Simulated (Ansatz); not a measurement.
A single layer of PbO after relaxation:

```yaml
crystal:
  lattice:
    - [4.01226, 0.00000, 0.00000]
    - [0.00000, 4.01226, 0.00000]
    - [0.00000, 0.00000, 30.74873]
  periodic: [true, true, false]
  atoms:
    - { symbol: Pb, position: [0.00000, 0.50000, 0.46075] }
    - { symbol: O, position: [0.00000, 0.00000, 0.50000] }
    - { symbol: O, position: [0.50000, 0.50000, 0.50000] }
    - { symbol: Pb, position: [0.50000, 0.00000, 0.53925] }
```

The calculation used DFT PBE+D3(BJ), scalar-relativistic, plane waves, PAW (Ansatz). Settings: cutoff 420 eV, Γ-centred mesh 6×6×1 on the computed 4-atom cell, Gaussian smearing of 0.02 eV; no spin polarisation. No periodic images along c.

```
Band gap on the sampled k points                  : 2.59 eV
Least direct gap                                  : 2.59 eV (the gap is direct)
Ionisation potential from the Kohn-Sham band edge : 4.57 eV
Electron affinity from the Kohn-Sham band edge    : 1.98 eV
Bader charges (e)                                 : Pb1 1.17, O2 -1.17, O3 -1.17, Pb4 1.17
```

Path Γ–X–S–Y–Γ–S, 16 steps a segment, one row in 4; levels in eV from the Fermi level, bands counted among those of the PAW valence electrons:

| k (1/Å) | point | band 18 | band 19 | band 20 | band 21 | band 22 | band 23 |
| --- | --- | --- | --- | --- | --- | --- | --- |
| 0.000 | Γ | -2.29 | -2.29 | -1.30 | 1.30 | 1.32 | 3.27 |
| 0.196 |  | -2.39 | -2.26 | -1.31 | 1.59 | 1.61 | 3.44 |
| 0.392 |  | -2.68 | -2.39 | -1.38 | 2.19 | 2.29 | 2.76 |
| 0.587 |  | -3.10 | -2.31 | -1.58 | 2.13 | 2.37 | 3.19 |
| 0.783 | X | -3.57 | -1.95 | -1.95 | 2.08 | 2.08 | 3.67 |
| 0.979 |  | -3.11 | -1.99 | -1.99 | 2.10 | 2.10 | 3.81 |
| 1.175 |  | -2.52 | -2.09 | -2.09 | 2.11 | 2.11 | 4.00 |
| 1.370 |  | -2.46 | -1.87 | -1.87 | 2.00 | 2.00 | 3.88 |
| 1.566 | S | -2.57 | -1.68 | -1.68 | 1.91 | 1.91 | 3.92 |
| 1.762 |  | -2.46 | -1.87 | -1.87 | 2.00 | 2.00 | 3.88 |
| 1.958 |  | -2.52 | -2.09 | -2.09 | 2.11 | 2.11 | 4.00 |
| 2.153 |  | -3.11 | -1.99 | -1.99 | 2.10 | 2.10 | 3.81 |
| 2.349 | Y | -3.57 | -1.95 | -1.95 | 2.08 | 2.08 | 3.67 |
| 2.545 |  | -3.10 | -2.31 | -1.58 | 2.13 | 2.37 | 3.19 |
| 2.740 |  | -2.68 | -2.39 | -1.38 | 2.19 | 2.29 | 2.76 |
| 2.936 |  | -2.39 | -2.26 | -1.31 | 1.59 | 1.61 | 3.44 |
| 3.132 | Γ | -2.29 | -2.29 | -1.30 | 1.30 | 1.32 | 3.27 |
| 3.409 |  | -2.62 | -2.08 | -1.33 | 1.84 | 1.88 | 3.28 |
| 3.686 |  | -2.84 | -1.90 | -1.54 | 2.17 | 2.81 | 3.12 |
| 3.962 |  | -2.31 | -2.10 | -1.74 | 1.82 | 2.49 | 3.54 |
| 4.239 | S | -2.57 | -1.68 | -1.68 | 1.91 | 1.91 | 3.92 |

Spin-orbit coupling is left out, which matters for the bands of heavy elements.
